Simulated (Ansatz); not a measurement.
**IrS (rocksalt structure)**

Level of theory: DFT, r²SCAN, scalar-relativistic, no spin polarisation; plane waves to 500 eV with PAW datasets (Ansatz 0.2.0), 12×12×12 k-mesh, Gaussian smearing of 0.05 eV. The datasets are Ansatz's generated set soft_2.

```xyz
2
Lattice="0.0000 2.4605 2.4605 2.4605 0.0000 2.4605 2.4605 2.4605 0.0000" Properties=species:S:1:pos:R:3 pbc="T T T"
Ir    2.4605    2.4605    2.4605
S     0.0000    0.0000    0.0000
```

The start was a prototype's sites filled with these elements, not a measured cell.

The run above is the reference. The same cell was run again with other input settings; several of them aren't fit for production, so the rows show the settings' effect and aren't properties of the material.

```tsv
keys changed	outcome	ΔE (meV/atom)	P (GPa)	gap on the mesh (eV)	cell moment (μB)	largest force component (eV/Å)	SCF iterations	rough core-seconds	new warnings
none (reference)	converged	0.0	0.0	metal	–	0.000	–	–	–
hamiltonian.dispersion: "d4"; crystal.symmetry: {"detect": false}	converged	–	-2.1	metal	–	0.000	6	80	–
kpoints.mp_grid.grid: [12, 12, 12] → [4, 4, 4]; scf.eigensolver.kind: "davidson"; scf.lower_state_search: "full"	converged	-10.5	0.4	metal	–	0.000	9	24	–
hamiltonian.xc: "r2scan" → "rpbe"; kpoints.mp_grid.grid: [12, 12, 12] → [6, 6, 6]	converged	–	5.7	metal	–	0.000	6	1.2	–
scf.mixing.algorithm: "msr1"; scf.mixing.beta: 0.5; scf.mixing.ndim: 4; scf.occupations.width: 0.05 → 0.1	converged	-0.2	0.0	metal	–	0.000	6	6	–
scf.occupations.method: "gaussian" → "cold"; scf.occupations.width: 0.05 → 0.15; scf.mixing.algorithm: "broyden"; scf.mixing.beta: 0.05; scf.mixing.ndim: 2	converged	-0.2	0.0	metal	–	0.000	30	12	–
hamiltonian.hubbard: {"sites": [{"species": "Ir", "l": "d", "u_eff": 4.0}], "double_counting": "fll"}	converged	–	2.0	metal	–	0.000	9	7	filled band counts differ across k points
```

ΔE is the energy with the smearing extrapolated to zero. It is left out where the change alters the Hamiltonian or the spin treatment. The varied runs start from atomic densities (corrected by the program's trained start where that serves), with the default search for lower states unless a row changes it.

Task: What happens with these changes: hamiltonian.xc: "r2scan" → "rpbe"; kpoints.mp_grid.grid: [12, 12, 12] → [10, 10, 10]?

Result: outcome converged, P (GPa) 5.6, gap on the mesh (eV) metal, largest force component (eV/Å) 0.000, SCF iterations 6, rough core-seconds 1.7.

Task: What happens with these changes: basis.xc_grid: 3; hamiltonian.hubbard: {"sites": [{"species": "Ir", "l": "d", "u_eff": 1.0}], "double_counting": "amf"}?

Result: outcome converged, P (GPa) 1.0, gap on the mesh (eV) metal, largest force component (eV/Å) 0.000, SCF iterations 7, rough core-seconds 8, new warnings filled band counts differ across k points.

The pair part of a dispersion correction pulls inward (a three-body part mostly pushes out), and in metals and ionic crystals with large ions it often overbinds.

1 further run (cut off, refused for memory, with changed atoms or starts, or in doubt) is left out.

Of the reference: No spin–orbit coupling, a notable omission for heavy elements. The cell is a metal with an odd number of electrons, and spin polarisation wasn't tried. A displaced or strained copy of the relaxed cell lay 2.0 meV/atom lower, so the structure isn't a true minimum at this level, unless the mesh, which matters in a metal, makes it so.
